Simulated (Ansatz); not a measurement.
MgO:
Space group Pm-3m (No. 221); a = b = c = 2.6334 Å, α = β = γ = 90.00°

```
atom  site  symmetry       x       y       z
----  ----  --------  ------  ------  ------
Mg      1a      m-3m  0.0000  0.0000  0.0000
O       1b      m-3m  0.5000  0.5000  0.5000
```

Relaxed with PBEsol. PBEsol (plane waves, PAW; program Ansatz) gives a gap of 2.47 eV.

What gap does HSE06 give on the same cell (Ansatz, PAW)?

4.08 eV, 1.61 eV more. The hybrid was solved on a coarser mesh and at special points; its gap is the smallest among all of these.

```json
[
 {"k": "Γ", "v1 PBEsol": "-1.01", "c1 PBEsol": "2.47", "v1 HSE06": "-1.08", "c1 HSE06": "4.08"},
 {"k": "R", "v1 PBEsol": "-3.65", "c1 PBEsol": "7.37", "v1 HSE06": "___", "c1 HSE06": "___"},
 {"k": "M", "v1 PBEsol": "0.00", "c1 PBEsol": "4.85", "v1 HSE06": "___", "c1 HSE06": "___"},
 {"k": "X", "v1 PBEsol": "-0.56", "c1 PBEsol": "6.92", "v1 HSE06": "___", "c1 HSE06": "___"}
]
```

Top valence (v1) and lowest conduction level (c1) in eV from each method's valence maximum (which need not be a listed point): supply the withheld HSE06 values.


- M, v1 HSE06: 0.00
- M, c1 HSE06: 6.58
- R, v1 HSE06: -3.91
- R, c1 HSE06: 9.19
- X, v1 HSE06: -0.60
- X, c1 HSE06: 8.76

Cost on shared cores: the PBEsol run (SCF on a 10×10×10 mesh, then bands and DOS) very roughly 4 core-seconds, the HSE06 run (SCF on 8×8×8, then a few points) around 22 core-seconds (rough); the tasks are unlike.

This is a known high-pressure phase of the composition, computed here at zero pressure and temperature. The PBEsol relaxation kept the symmetry of its start. At this level the phase is dynamically unstable (imaginary phonons).

Potentials: the later of the program's two PAW sets.
